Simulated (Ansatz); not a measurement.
A trial form of K5RbSr3Br2

Method: DFT PBE, scalar-relativistic, plane waves, PAW in Ansatz 0.2.0. Cutoff 420 eV, Gaussian smearing, Γ-centred meshes. Cell and atoms relax first on a coarse mesh and then on a finer one. In between, the cell is made exact in the group found at 0.06 Å. In metals the finer mesh still leaves noise of several meV/atom or more. The steps can't lower the symmetry of their start. No spin polarisation.

The cell of K5RbSr3Br2 is invented: random cell by space group and Wyckoff sites (P6/mmm, No. 191). Its size is a rough estimate.

```cif
data_structure
_symmetry_space_group_name_H-M 'P6/mmm'
_symmetry_Int_Tables_number 191
_cell_length_a 6.1527
_cell_length_b 6.1527
_cell_length_c 13.0930
_cell_angle_alpha 90.000
_cell_angle_beta 90.000
_cell_angle_gamma 120.000
_cell_volume 429.24
loop_
_atom_site_label
_atom_site_type_symbol
_atom_site_symmetry_multiplicity
_atom_site_Wyckoff_symbol
_atom_site_fract_x
_atom_site_fract_y
_atom_site_fract_z
_atom_site_occupancy
K1 K 2 e 0.00000 0.00000 0.77572 1
K2 K 3 g 0.50000 0.00000 0.50000 1
Rb1 Rb 1 b 0.00000 0.00000 0.50000 1
Sr1 Sr 3 f 0.50000 0.00000 0.00000 1
Br1 Br 2 e 0.00000 0.00000 0.06669 1
```

Formation energies are uncorrected and refer to the elements' standard structures at the same level. The references include crystalline Br.

Question: Describe the relaxed structure.

Answer: The symmetry stays P6/mmm (No. 191). The volume per atom grows by 152.1 %, from 39.0 to 98.4 Å³. The shortest distance goes from 1.75 Å (Br–Br) to 3.03 Å (K–Br). The energy falls by about 2.6 eV/atom (the start's value is from the coarse mesh). Conventional cell: a = 8.304 Å, c = 18.123 Å. K on a site of symmetry 6mm is surrounded by 1 Br at 3.03 Å and 1 Rb at 4.22 Å; K on a site of symmetry mmm has 2 Rb at 4.15 Å and 4 K at 4.15 Å; Rb is surrounded by 8 K at 4.15–4.22 Å; Sr has 4 Sr at 4.15 Å and 4 Br at 4.53 Å; Br is surrounded by 1 K at 3.03 Å, 1 Br at 3.62 Å and 6 Sr at 4.53 Å.

```
CELL_PARAMETERS angstrom
8.30421 0.00000 0.00000
-4.15211 7.19166 0.00000
0.00000 0.00000 18.12296
ATOMIC_POSITIONS crystal
K 0.00000 0.00000 0.73299
K 0.00000 0.00000 0.26701
K 0.50000 0.00000 0.50000
K 0.00000 0.50000 0.50000
K 0.50000 0.50000 0.50000
Rb 0.00000 0.00000 0.50000
Sr 0.50000 0.00000 0.00000
Sr 0.00000 0.50000 0.00000
Sr 0.50000 0.50000 0.00000
Br 0.00000 0.00000 0.09983
Br 0.00000 0.00000 0.90017
```

Question: How does it come out in energy, and is it a metal?

Answer: The energy over the elements is −0.07 eV/atom and the gap on the 6×6×2 mesh of the 11-atom cell is 0 eV (a metal).

It lies below the elements, which doesn't yet make it stable against other compounds or structures.

The last run used Gaussian smearing of 0.10 eV. No dispersion correction is applied, so the spacing and binding between layers, chains or molecules are poorly described. The cell is a metal run without spin; a magnetic state may lie lower. The reference form of Br is held partly by dispersion forces, which this level lacks. Symmetry constrained the relaxation, so the result can be a saddle point.
